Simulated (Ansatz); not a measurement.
Here is the system:

Pt:
```cif
data_Pt
_chemical_formula_sum 'Pt1'
_space_group_name_H-M_alt 'P 1'
_space_group_IT_number 1
_cell_length_a 2.60375
_cell_length_b 2.60375
_cell_length_c 2.60375
_cell_angle_alpha 90.000
_cell_angle_beta 90.000
_cell_angle_gamma 90.000
loop_
_space_group_symop_operation_xyz
  'x, y, z'
loop_
_atom_site_label
_atom_site_type_symbol
_atom_site_fract_x
_atom_site_fract_y
_atom_site_fract_z
_atom_site_occupancy
Pt1 Pt 0.00000 0.00000 0.00000 1
```

This is the r²SCAN-relaxed structure.

All from r²SCAN in the plane-wave PAW code Ansatz, unless another level is named. Predict the density of states at the Fermi level.

1.3 states/eV per atom (mean over ±0.08 eV).

And the gap with spin–orbit coupling?

none (metallic).

Space group Pm-3m (simple cubic). A made-up cell: these elements were put on the sites of a structure type; neither database checked (COD, Materials Project) lists it. It is not the phase usual at ambient conditions (space group No. 225). The r²SCAN relaxation kept the symmetry of its start; its stability against distortions is not shown here. No spin polarisation was allowed. Spin–orbit coupling is left out wherever it is not named.

Potentials: the later of the program's two PAW sets.
